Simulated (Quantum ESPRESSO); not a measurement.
# Zr4Ru2WIr: input and log of a self-consistent run

Computed values, not a measurement. The program is pw.x of Quantum ESPRESSO 7.5 (plane-wave density functional theory). The cell is made up: eight metal atoms on a hexagonal close-packed lattice, with elements, volume, strain and displacements drawn at random and not relaxed, so it may be unstable or far from any real phase. PseudoDojo standard norm-conserving files set the functional (PBE unless stated); there is no spin polarisation or spin-orbit coupling, the Fermi-Dirac width of 0.25 eV means electrons at about 2900 K, and the masses in the input are unused placeholders. Heavy elements are run without spin-orbit coupling, which real alloys of them have. A spin test at this wide smearing found no moment, but such smearing suppresses magnetism that the real alloy may have.

Input:

```
&control calculation='scf', pseudo_dir='./dojo.nc.sr.pbe.v0_5.standard.upf', outdir='./o', disk_io='minimal', tprnfor=.true., tstress=.true. /
&system ibrav=0, nat=8, ntyp=4, nbnd=74, ecutwfc=84.00895049, nosym=.true., tot_charge=0,
 occupations='smearing', smearing='fd', degauss=0.0183746611
/
&electrons conv_thr=1.470e-08, electron_maxstep=70, mixing_beta=0.5 /
ATOMIC_SPECIES
Ir 1.0 Ir.upf
Ru 1.0 Ru.upf
W 1.0 W.upf
Zr 1.0 Zr.upf
CELL_PARAMETERS angstrom
2.9765 0.0 0.0
1.4882 -2.5777 -4.7809
1.4882 7.733 -4.7809
ATOMIC_POSITIONS angstrom
Zr -0.1543 -0.0129 0.0674
Zr 1.4852 2.459 -4.6325
Zr 1.5722 -0.8842 -2.3284
Ru 2.865 1.6006 -7.0414
Zr 3.0629 5.2885 -4.7303
W 3.0604 -0.0287 -5.0114
Ru 2.8927 1.4703 -2.4347
Ir 4.3066 4.3232 -7.258
K_POINTS automatic
8 4 3 1 1 1
```

The log is shortened where brackets say so; the opening notice, blank lines, dates and the lines on written files are dropped, and the path of the files is cut. It prints rydbergs, bohrs and kilobars, and counts compression as positive stress. Its total energy is the free energy E - TS of the whole cell.

```
     Program PWSCF v.7.5
     Parallel version (MPI & OpenMP), running on       4 processor cores
     Number of MPI processes:                 4
     Threads/MPI process:                     1
     [start-up lines left out]
     bravais-lattice index     =            0
     lattice parameter (alat)  =       5.6248  a.u.
     unit-cell volume          =     990.1484 (a.u.)^3
     number of atoms/cell      =            8
     number of atomic types    =            4
     number of electrons       =       111.00
     number of Kohn-Sham states=           74
     kinetic-energy cutoff     =      84.0090  Ry
     charge density cutoff     =     336.0358  Ry
     scf convergence threshold =      1.5E-08
     mixing beta               =       0.5000
     number of iterations used =            8  plain     mixing
     Exchange-correlation= PBE
                           (   1   4   3   4   0   0   0)
     [axes and pseudopotential details left out]
   Cartesian axes
     site n.     atom                  positions (alat units)
         1        Zr     tau(   1) = (  -0.0518394  -0.0043339   0.0226440  )
         2        Zr     tau(   2) = (   0.4989753   0.8261381  -1.5563581  )
         3        Zr     tau(   3) = (   0.5282043  -0.2970603  -0.7822610  )
         4        Ru     tau(   4) = (   0.9625399   0.5377457  -2.3656644  )
         5        Zr     tau(   5) = (   1.0290274   1.7767512  -1.5892155  )
         6        W      tau(   6) = (   1.0281875  -0.0096422  -1.6836553  )
         7        Ru     tau(   7) = (   0.9718461   0.4939694  -0.8179741  )
         8        Ir     tau(   8) = (   1.4468671   1.4524441  -2.4384344  )
     number of k points=    48  Fermi-Dirac smearing, width (Ry)=  0.0184
                       cart. coord. in units 2pi/alat
        k(    1) = (   0.0625000   0.0120284  -0.0648530), wk =   0.0416667
        k(    2) = (   0.0625000  -0.1804254   0.0389116), wk =   0.0416667
     [further k points left out]
     Dense  grid:   103037 G-vectors     FFT dimensions: (  36,  64, 108)
     Estimated max dynamical RAM per process >     365.62 MB
     Estimated total dynamical RAM >       1.35 GB
     Initial potential from superposition of free atoms
     starting charge     110.9883, renormalised to     111.0000
     Starting wfcs are   80 randomized atomic wfcs
     total cpu time spent up to now is        5.5 secs
     per-process dynamical memory:   284.1 Mb
     Self-consistent Calculation
     iteration #  1     ecut=    84.01 Ry     beta= 0.50
     Davidson diagonalization with overlap
     ethr =  1.00E-02,  avg # of iterations =  2.5
     total cpu time spent up to now is       18.1 secs
     total energy              =   -1186.19292227 Ry
     estimated scf accuracy    <       7.67214639 Ry
     iteration #  2     ecut=    84.01 Ry     beta= 0.50
     Davidson diagonalization with overlap
     ethr =  6.91E-03,  avg # of iterations =  4.9
     total cpu time spent up to now is       34.2 secs
     total energy              =   -1182.15647563 Ry
     estimated scf accuracy    <     204.36767253 Ry
     iteration #  3     ecut=    84.01 Ry     beta= 0.50
     Davidson diagonalization with overlap
     ethr =  6.91E-03,  avg # of iterations =  4.5
     total cpu time spent up to now is       48.9 secs
     total energy              =   -1189.88265306 Ry
     estimated scf accuracy    <      29.75644630 Ry
     iteration #  4     ecut=    84.01 Ry     beta= 0.50
     Davidson diagonalization with overlap
     ethr =  6.91E-03,  avg # of iterations =  2.0
     total cpu time spent up to now is       62.9 secs
     total energy              =   -1190.98659446 Ry
     estimated scf accuracy    <      11.49874987 Ry
     iteration #  5     ecut=    84.01 Ry     beta= 0.50
     Davidson diagonalization with overlap
     ethr =  6.91E-03,  avg # of iterations =  1.0
     total cpu time spent up to now is       73.7 secs
     total energy              =   -1191.37552225 Ry
     estimated scf accuracy    <       2.40969099 Ry
     [iterations 6 to 19 left out]
     iteration # 20     ecut=    84.01 Ry     beta= 0.50
     Davidson diagonalization with overlap
     ethr =  5.73E-11,  avg # of iterations =  6.2
     total cpu time spent up to now is      253.5 secs
     total energy              =   -1191.32936710 Ry
     estimated scf accuracy    <       0.00000004 Ry
     iteration # 21     ecut=    84.01 Ry     beta= 0.50
     Davidson diagonalization with overlap
     ethr =  3.51E-11,  avg # of iterations =  2.0
     total cpu time spent up to now is      264.4 secs
     total energy              =   -1191.32936710 Ry
     estimated scf accuracy    <       0.00000002 Ry
     iteration # 22     ecut=    84.01 Ry     beta= 0.50
     Davidson diagonalization with overlap
     ethr =  1.98E-11,  avg # of iterations =  1.0
     total cpu time spent up to now is      274.4 secs
     total energy              =   -1191.32936710 Ry
     estimated scf accuracy    <       0.00000002 Ry
     iteration # 23     ecut=    84.01 Ry     beta= 0.50
     Davidson diagonalization with overlap
     ethr =  1.98E-11,  avg # of iterations =  1.0
     total cpu time spent up to now is      284.3 secs
     total energy              =   -1191.32936711 Ry
     estimated scf accuracy    <       0.00000002 Ry
     iteration # 24     ecut=    84.01 Ry     beta= 0.50
     Davidson diagonalization with overlap
     ethr =  1.64E-11,  avg # of iterations =  1.0
     total cpu time spent up to now is      294.2 secs
     End of self-consistent calculation
     [lines on levels left out]
!    total energy              =   -1191.32936711 Ry
     estimated scf accuracy    <          1.7E-09 Ry
     smearing contrib. (-TS)   =      -0.14024205 Ry
     internal energy E=F+TS    =   -1191.18912506 Ry
     The total energy is F=E-TS. E is the sum of the following terms:
     one-electron contribution =    -261.17293319 Ry
     hartree contribution      =     189.90626518 Ry
     xc contribution           =    -225.44566553 Ry
     ewald contribution        =    -894.47679151 Ry
     convergence has been achieved in  24 iterations
     Forces acting on atoms (cartesian axes, Ry/au):
     atom    1 type  4   force =     0.01952043    0.07179674    0.04139299
     atom    2 type  4   force =     0.00526615   -0.00610903   -0.00570814
     atom    3 type  4   force =    -0.01177212    0.02011703   -0.08826561
     atom    4 type  2   force =     0.00321200   -0.00296722    0.00701412
     atom    5 type  4   force =    -0.01744918   -0.09221997    0.03156330
     atom    6 type  3   force =    -0.01860119    0.00876493   -0.04118833
     atom    7 type  2   force =     0.01527831    0.03978639    0.01350837
     atom    8 type  1   force =     0.00454561   -0.03916887    0.04168330
     Total force =     0.181563     Total SCF correction =     0.000239
     Computing stress (Cartesian axis) and pressure
          total   stress  (Ry/bohr**3)                   (kbar)     P=       12.05
   0.00019838   0.00001249   0.00003458           29.18        1.84        5.09
   0.00001249   0.00014695   0.00004633            1.84       21.62        6.82
   0.00003458   0.00004633  -0.00009963            5.09        6.82      -14.66
     init_run     :      5.20s CPU      5.42s WALL (       1 calls)
     electrons    :    282.22s CPU    288.77s WALL (       1 calls)
     forces       :      1.91s CPU      1.92s WALL (       1 calls)
     stress       :      6.52s CPU      6.53s WALL (       1 calls)
     [timing details left out]
     PWSCF        :   4m55.92s CPU   5m 2.78s WALL
     JOB DONE.
```

In other units: free energy -16208.862 eV for the cell, pressure 1.20 GPa, largest force component 2.371 eV/Å in size. The run took 304 s of wall time with four MPI processes on a shared machine (Intel Xeon, 2023 or later, virtual cores), so the time is rough. A rerun of this cell at a higher cutoff and on a denser mesh moved values by no more than 0.002 eV in energy, 0.07 GPa in stress and 0.009 eV/Å in force, and a second program with other atomic files agreed on that cell to 2 % rms in force and 0.5 GPa in pressure.